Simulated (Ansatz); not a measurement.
WS$_{2}$:
```yaml
crystal:
  lattice:
    - [3.17236, 0.00000, 0.00000]
    - [-1.58618, 2.74734, 0.00000]
    - [0.00000, 0.00000, 33.00000]
  atoms:
    - { symbol: S, position: [0.00000, 0.00000, 0.45270] }
    - { symbol: S, position: [0.00000, 0.00000, 0.54730] }
    - { symbol: W, position: [0.66667, 0.33333, 0.50000] }
```
The layer is periodic in x and y and isolated along z.

Relaxed with r²SCAN+D4. Special points in fractions of this cell's reciprocal vectors: Γ (0.000, 0.000, 0.000); M (0.500, 0.000, 0.000); K (0.333, 0.333, 0.000).

List the band energies nearest the valence-band maximum at these points for DFT-r²SCAN+D4 in the program Ansatz with PAW potentials.

In eV from the valence-band maximum; about four levels below and three above (degenerate sets whole), none deeper than 8.9 eV; points with the same levels are listed once.

```tsv
k	below	above
Γ	-2.22 -1.74 -1.74 0.00	3.12 3.12 3.28 3.28
M	-3.62 -2.25 -1.38 -0.96	3.06 3.52 4.43
K	-4.08 -3.41 -2.50 0.00	1.96 3.62 4.34
```

Space group P-6m2 (1H). A layer that has been made, often on a substrate. The r²SCAN+D4 relaxation kept the symmetry of its start; its stability against distortions is not shown here. No spin polarisation was allowed. Spin–orbit coupling is left out wherever it is not named.

Potentials: the later of the program's two PAW sets.
